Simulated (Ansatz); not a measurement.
Settings and field gradients in Si3N4

Cell: an entry of the Crystallography Open Database (COD; perhaps a calculated or model structure), atoms as given.

Space group P6_3/m (No. 176); a = 7.6015, c = 2.9061 Å, γ = 120.00°.

```csv
site,Wyckoff,site symmetry,x,y,z
Si,6h,m..,0.7685,0.1746,0.2500
N7,6h,m..,0.0305,0.3303,0.2500
N13,2d,-6..,0.6667,0.3333,0.2500
```

One atom of each set is listed.

Reference run. Level of theory: DFT, PBE, plane waves and PAW, scalar-relativistic, 420 eV cutoff, Γ-centred 4×4×10 k-points, Fermi–Dirac smearing 0.02 eV (Ansatz 0.2.0).

It gives V_zz (10²¹ V/m²) N7 -4.93 (η 0.07), Si 0.97 (η 0.43), among others. Each of these runs changes the input as listed (caps on SCF iterations aside):

A. basis.ecutwfc: not typed → 350 eV
B. hamiltonian.dispersion: not typed → d3bjatm; basis.ecutwfc: not typed → 29.4 Ry

Problem. How does each run end, and how far do the gradients move?

Solution. 

```
run   N7 V_zz (η)  Si V_zz (η)  largest change of a gradient tensor, all atoms                                         note
  A  -4.84 (0.07)  0.97 (0.44)                                            0.09  converged; cutoff below the recommended one
  B  -4.92 (0.07)  0.97 (0.43)                                            0.01  converged; cutoff below the recommended one
```

Run A moves them most, on N7 (V_zz from -4.93 to -4.84).

On the reference run: At this cell the PBE pressure is 6 GPa, so with PBE the cell would grow if it were relaxed.
